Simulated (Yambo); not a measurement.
Yambo run on MgO (rock salt, space group Fm-3m, No. 225) under isotropic strain of -3 % on all lattice vectors. The wavefunctions come from this Quantum ESPRESSO step (PBEsol, PseudoDojo standard norm-conserving files, scalar-relativistic):

```
&CONTROL
  calculation = 'nscf'
  pseudo_dir = './pseudo'
  outdir = './out'
/
&SYSTEM
  ibrav = 0
  nat = 2
  ntyp = 2
  ecutwfc = 84.0
  ecutrho = 336.0
  occupations = 'fixed'
  force_symmorphic = .true.
  nbnd = 74
/
&ELECTRONS
  conv_thr = 2e-09
  diago_full_acc = .true.
  diago_thr_init = 1e-08
/
ATOMIC_SPECIES
O 15.9990 O.upf
Mg 24.3050 Mg.upf
CELL_PARAMETERS angstrom
  0.000000000000   2.043226962786   2.043226962786
  2.043226962786   0.000000000000   2.043226962786
  2.043226962786   2.043226962786   0.000000000000
ATOMIC_POSITIONS crystal
O   0.499999858579   0.499999858579   0.499999858579
Mg   0.999999858579   0.999999858579   0.999999858579
K_POINTS automatic
6 6 6 0 0 0
```

Yambo input:

```
rim_cut
gw0
dyson
el_el_corr
HF_and_locXC
ppa
em1d
RandQpts= 1000000
RandGvec= 1 Ry
EXXRLvcs= 84 Ry
VXCRLvcs= 336 Ry
Chimod= "HARTREE"
% BndsRnXp
 2 | 71 |
%
NGsBlkXp= 14 Ry
% LongDrXp
 1.0 | 1.0 | 1.0 |
%
PPAPntXp= 27.2114 eV
% GbndRnge
 1 | 71 |
%
GTermKind= "BG"
DysSolver= "n"
ExtendOut
% QPkrange
 1 | 1 | 8 | 9 |
 4 | 4 | 8 | 9 |
 13 | 13 | 8 | 9 |
%
```

k points by index: 1 = Γ, 4 = L, 13 = X.

The o-*.qp file then holds:

```
#    K-point    Band    Eo [eV]    E [eV]    E-Eo [eV]    Vxc [eV]    Vnlxc [eV]    Sc|Eo [eV]    Sc|E [eV]    dSc/dw|Eo [eV]    Re(Z)    Im(Z)
#
    1    8    0.000000    -1.642549    -1.642549    -20.15182    -25.81543    3.636005    4.021056    -6.378618    0.810103    -0.949492E-3
    1    9    5.598852    6.711658    1.112806    -14.30284    -9.368616    -3.629802    -3.821416    -4.685258    0.853111    -0.725802E-3
    4    8    -0.754284    -2.507540    -1.753256    -19.35081    -25.27468    3.756737    4.170615    -6.423216    0.809028    -0.980526E-3
    4    9    8.359227    9.676846    1.317619    -12.21383    -6.682946    -4.001677    -4.213264    -4.369457    0.861642    -0.719622E-3
    13    8    -1.482291    -3.306716    -1.824425    -18.88431    -24.97443    3.834252    4.265691    -6.434555    0.808755    -0.001055
    13    9    9.124926    10.30600    1.181076    -9.619026    -4.249112    -4.016533    -4.188837    -3.969575    0.872692    -0.670867E-3
```
(The two width columns are left out.) Convergence of these settings isn't established.

Geometry strained from the cell relaxed with PBEsol, atoms relaxed again.
